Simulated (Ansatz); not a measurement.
Relaxation of a relaxed Ba cell deformed by the Cartesian strain tensor (xx, yy, zz, yz, xz, xy) = (-0.052, 0.013, -0.084, 0.011, 0.098, 0.040); 1 atom in the cell, which starts as P-1 (No. 2), aP1; a = 3.855 Å, b = 4.035 Å, c = 4.350 Å, α = 109.62°, β = 110.86°, γ = 98.67°. All values below come from r2SCAN (plane waves to 500 eV, PAW, scalar-relativistic; Ansatz, an electronic-structure program). Γ-centred k-mesh 10×9×9 on the run's cell (coarser than for final values), Fermi–Dirac smearing 0.05 eV. This is the first round of the run. 

The optimiser's lines from the output (shortened; P is positive under compression):

```
relax step   1: F+E_penalty+E_count = -5964.35389744 eV  Δ(F+E_penalty+E_count) = +0.000e0 eV  max|allowed force component| = 0.000e0 eV/Å  Δτ_max = 0.0000 Å  P = +1.365 GPa  Ω = 56.678 Å³  (7 SCF iters, dr2 threshold 1.00e-7 eV, accepted)
relax step   2: F+E_penalty+E_count = -5964.39231652 eV  Δ(F+E_penalty+E_count) = -3.842e-2 eV  max|allowed force component| = 0.000e0 eV/Å  Δτ_max = 0.0000 Å  P = +0.982 GPa  Ω = 58.797 Å³  (7 SCF iters, dr2 threshold 1.00e-7 eV, accepted)
relax step   3: F+E_penalty+E_count = -5964.43061514 eV  Δ(F+E_penalty+E_count) = -3.830e-2 eV  max|allowed force component| = 0.000e0 eV/Å  Δτ_max = 0.0000 Å  P = +0.488 GPa  Ω = 61.807 Å³  (7 SCF iters, dr2 threshold 1.00e-7 eV, accepted)
relax step   4: F+E_penalty+E_count = -5964.45401357 eV  Δ(F+E_penalty+E_count) = -2.340e-2 eV  max|allowed force component| = 0.000e0 eV/Å  Δτ_max = 0.0000 Å  P = +0.281 GPa  Ω = 63.192 Å³  (7 SCF iters, dr2 threshold 1.00e-7 eV, accepted)
relax step   5: F+E_penalty+E_count = -5964.46362245 eV  Δ(F+E_penalty+E_count) = -9.609e-3 eV  max|allowed force component| = 0.000e0 eV/Å  Δτ_max = 0.0000 Å  P = +0.068 GPa  Ω = 64.645 Å³  (7 SCF iters, dr2 threshold 1.00e-7 eV, accepted)
relax step   6: F+E_penalty+E_count = -5964.46456103 eV  Δ(F+E_penalty+E_count) = -9.386e-4 eV  max|allowed force component| = 0.000e0 eV/Å  Δτ_max = 0.0000 Å  P = +0.011 GPa  Ω = 65.058 Å³  (6 SCF iters, dr2 threshold 1.00e-7 eV, accepted)
relax step   7: F+E_penalty+E_count = -5964.46458408 eV  Δ(F+E_penalty+E_count) = -2.305e-5 eV  max|allowed force component| = 0.000e0 eV/Å  Δτ_max = 0.0000 Å  P = -0.002 GPa  Ω = 65.151 Å³  (6 SCF iters, dr2 threshold 3.20e-9 eV, accepted)
relax step   8: F+E_penalty+E_count = -5964.46495004 eV  Δ(F+E_penalty+E_count) = -3.660e-4 eV  max|allowed force component| = 0.000e0 eV/Å  Δτ_max = 0.0000 Å  P = +0.006 GPa  Ω = 65.151 Å³  stress off target by 1.31e-2 GPa  SCF on the basis re-selected at this cell (its energy is not comparable with the rows above)  (7 SCF iters)
```

From the first to the last row the energy changes by -0.11 eV/atom and the volume by +14.9 %. The last row is marked as not comparable with the walk above it, whose basis was carried along; it does compare with step 1, since both stand on a basis selected at the nominal cutoff for their own cell.

Later rounds, restarted from the end of this one on a renewed k-mesh, logged 7 more steps and released under 0.01 eV/atom more. The final structure after all rounds: Im-3m (No. 229), cI2, bcc (W type); a = 5.0724 Å, b = 5.0724 Å, c = 5.0724 Å, α = 90.00°, β = 90.00°, γ = 90.00°. Between re-selections the logged energies stand on a plane-wave basis carried along with the cell. No spin polarisation in the result.

The run could not lose the symmetry of its start.
